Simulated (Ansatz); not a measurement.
**CaO: computed property card**

CaO:
```cif
data_Ca2O2
_chemical_formula_sum 'Ca2 O2'
_space_group_name_H-M_alt 'P 1'
_space_group_IT_number 1
_cell_length_a 3.98421
_cell_length_b 3.98421
_cell_length_c 4.77064
_cell_angle_alpha 90.000
_cell_angle_beta 90.000
_cell_angle_gamma 120.000
loop_
_space_group_symop_operation_xyz
  'x, y, z'
loop_
_atom_site_label
_atom_site_type_symbol
_atom_site_fract_x
_atom_site_fract_y
_atom_site_fract_z
_atom_site_occupancy
Ca1 Ca 0.33333 0.66667 0.75000 1
Ca2 Ca 0.66667 0.33333 0.25000 1
O1 O 0.33333 0.66667 0.25000 1
O2 O 0.66667 0.33333 0.75000 1
```

Space group P6_3/mmc (No. 194); conventional cell a = b = 3.984 Å, c = 4.771 Å, α = β = 90.00°, γ = 120.00°.

Method: plane-wave PAW HSE06 (Ansatz code). Geometry: relaxed at this level of theory. Other levels are named where they apply.

Cell and energy:

* **Volume per atom**: 16.40 Å³
* **Density**: 2.84 g/cm³

Electronic structure:

Band gap: 4.57 eV (direct)
Valence-band maximum: at Γ
Conduction-band minimum: at Γ

Mechanics:

Bulk modulus (Birch–Murnaghan fit): 91.9 GPa
Pressure derivative B′: 4.2

Charges:

- Bader charges: Ca +1.54, O -1.54 e

The first step of the workflow began from a Materials Project structure, measured or hypothetical; the Crystallography Open Database copy checked does not list it. It is not the phase usual at ambient conditions (space group No. 225). The HSE06 relaxation kept the symmetry of its start; its stability against distortions is not shown here. The hybrid was solved on a coarse mesh, the path and, where they were found, the r²SCAN edge points; its band edges are the extreme levels among these.

Potentials: the later of the program's two PAW sets.
